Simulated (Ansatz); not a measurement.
This VTe6Mo2 structure is the end of a relaxation. The cell was found from a structure generator's guess, not taken from experiment.

The calculation used DFT PBE, scalar-relativistic, plane waves, PAW in Ansatz. Cutoff 420 eV, Γ-centred mesh, Gaussian smearing, collinear spin.

```yaml
crystal:
  lattice:
    - [3.57072, 0.00000, 0.00000]
    - [-1.78536, 3.09233, 0.00000]
    - [0.00000, 0.00000, 28.36455]
  atoms:
    - { symbol: V, position: [0.00000, 0.00000, 0.00000] }
    - { symbol: Te, position: [0.66667, 0.33333, 0.93790] }
    - { symbol: Te, position: [0.00000, 0.00000, 0.66882] }
    - { symbol: Te, position: [0.00000, 0.00000, 0.20407] }
    - { symbol: Te, position: [0.00000, 0.00000, 0.79593] }
    - { symbol: Te, position: [0.00000, 0.00000, 0.33118] }
    - { symbol: Te, position: [0.66667, 0.33333, 0.06211] }
    - { symbol: Mo, position: [0.66667, 0.33333, 0.73236] }
    - { symbol: Mo, position: [0.66667, 0.33333, 0.26764] }
```

Formation energies are uncorrected and refer to the elements' standard structures at the same level.

(1) Find its symmetry and describe it.

(2) How far does it lie from the elements in energy?

(3) Is it a metal?

(4) Which magnetic moments does it keep?

Results:

(1) P-6m2 (No. 187). Conventional cell: a = 3.571 Å, c = 28.365 Å. V is surrounded by 6 Te at 2.71 Å; around Te on its first site lie 3 V at 2.71 Å; around Te on its second site lie 3 Mo at 2.74 Å; Mo is surrounded by 6 Te at 2.74 Å; 1 more site not described.

(2) −0.279 eV/atom. It lies below the elements, which doesn't yet make it stable against other compounds or structures.

(3) No, the gap on the 12×12×2 mesh is 0.05 eV.

(4) 0.11 μB per atom net, the space between the atoms included; by site: V 1.0 μB.

The last run used collinear spin, a 12×12×2 mesh (in the run's order of axes) for its 9-atom cell and Gaussian smearing of 0.01 eV. No dispersion correction is applied, so the spacing and binding between layers, chains or molecules are poorly described. Spin–orbit coupling, which can matter for Te, is left out. The reference form of Te is held partly by dispersion forces, which this level lacks. Another magnetic order may lie lower. Small gaps are read on the mesh alone, and bands can cross between its points. A later test with randomly moved atoms came back to the same energy, though modes that don't fit the test's cell weren't probed.
